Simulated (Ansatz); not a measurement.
Ca:
```
CELL_PARAMETERS angstrom
      0.00000     2.72726     2.72726
      2.72726     0.00000     2.72726
      2.72726     2.72726     0.00000
ATOMIC_POSITIONS crystal
  Ca 0.00000 0.00000 0.00000
```

Relaxed with PBEsol.

**Question.** List the phonon frequencies at the special points (DFPT on a 4×4×4 q-mesh, Fourier-interpolated; plane-wave PAW PBEsol (Ansatz code)).

**Answer.** In cm⁻¹.

| q | frequencies |
|---|---|
| Γ | 0 0 0 |
| X | 131 131 170 |
| U | 115 137 160 |
| K | 115 137 160 |
| L | 78 78 159 |
| W | 110 152 152 |

Space group Fm-3m (fcc (Cu type)). The PBEsol relaxation kept the symmetry of its start; phonons on a q-mesh show no instability. As this level gives no gap, phonon frequencies hold no LO–TO term and depend on the k-mesh and smearing (Fermi–Dirac, 0.1 eV here).

Potentials: the earlier of the program's two PAW sets.
